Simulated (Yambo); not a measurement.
Material: Be₂C (space group Fm-3m, No. 225); a = b = c = 3.020 Å, α = β = γ = 60.00° (3 atoms in the cell). Cell and atoms were relaxed with LDA from Materials Project entry mp-1569, within its symmetry.

With norm-conserving LDA (Quantum ESPRESSO, 88 Ry, without SOC), the gap between the mesh's edge points (Γ → X) is 1.212 eV.

Question: By how much does one-shot G0W0 (Yambo; 6×6×6 Γ-centred k mesh, bands 3 to 76 and a 14 Ry block in the screening, 76 bands in G with the Bruneval-Gonze terminator, plasmon pole fitted at 27.2 eV) open this gap, and what gap results?

Answer: The correction is 0.903 eV, giving 2.115 eV, 1.7 times the LDA value.  Nearest settings tried, and what they do to the gap: 48 bands in G: +10 meV; 48 bands in W, 48 bands in G: -12 meV; 11 Ry block (89 vectors against 137): -40 meV; 4×4×4 mesh: -28 meV. So the settings aren't converged at that level.
